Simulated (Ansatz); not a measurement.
**Question.** Tl (dhcp (α-La type), P6_3/mmc) is relaxed with PBE in the plane-wave PAW code Ansatz. What lattice parameters of the conventional cell result?

**Answer.** a = 3.537 Å, c = 11.508 Å.

The first step of the workflow began from a Materials Project structure, measured or hypothetical. Its sites differ from those of the usual phase in this space group: another stacking or structure type. Symmetry was held in the PBE relaxation; whether a distortion lowers the energy is not shown. Axis ratios of metals converge slowly with the k-mesh, so a and c are less sure than the volume. Spin–orbit coupling is left out wherever it is not named.

Potentials: the later of the program's two PAW sets.
